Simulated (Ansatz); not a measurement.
NiGe in space group Pnma (No. 62; Ni on 4c, Ge on 4c), plane-wave PAW PBEsol (Ansatz code), all energies at zero smearing, with the estimated change up to a 700 eV cutoff added, with one set of potentials and settings (totals compare only within such a set). Cell of 8 atoms (4 Ni, 4 Ge): -40236.866 eV.

```tsv
element	reference phase	E (eV/atom)
Ni	Fm-3m, 1 atoms in the cell, spin-polarised	-5804.9762
Ge	Fd-3m, 2 atoms in the cell	-4253.4978
```

Formation energy per atom, worked out: (-40236.866 − 4×(-5804.9762) − 4×(-4253.4978))/8 = -0.371 eV/atom (-36 kJ per mol of atoms), at 0 K, without zero-point energy or fitted corrections.

The cell was relaxed with PBEsol under the symmetry of its start. The workflow began spin-polarised and lost its moments. The references are the lowest solids computed at this level, not always the standard phases.

Potentials: the later of the program's two PAW sets.
